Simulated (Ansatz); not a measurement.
Values for one crystal, relaxed and computed with the program Ansatz at the r²SCAN level (PAW); other levels are named.

| Quantity | Value |
|---|---|
| Volume per atom | 23.82 Å³ |
| Band gap | 1.58 eV (smallest direct gap 1.60 eV) |
| Conduction-band minimum | at L (3 equivalent valleys) |
| Valence-band maximum | at A |
| Hole effective mass with spin–orbit coupling | 0.26, 19, 19 mₑ (principal values) |
| Gap with spin–orbit coupling | 1.48 eV |
| Bulk modulus (Birch–Murnaghan fit) | 28.0 GPa |

### Question
Which of these materials gives this?
A. K2PdC2, P-3m1 (K on 2d, Pd on 1a, C on 2c)
B. LiNbO3, R-3 (Li on 6c, Nb on 6c, O on 18f)
C. MgSe, rock salt
D. SiC, P6_3mc (Pearson symbol hP16)

### Answer
A, K2PdC2, P-3m1 (K on 2d, Pd on 1a, C on 2c)

The workflow started from a Materials Project entry (that database holds measured and hypothetical structures alike); the Crystallography Open Database copy checked does not list it. Its standing as an ambient phase is unchecked. The r²SCAN relaxation kept the symmetry of its start; whether a distortion lowers the energy is not shown. No spin polarisation was allowed. Spin–orbit coupling is left out wherever it is not named.

Potentials: the later of the program's two PAW sets.
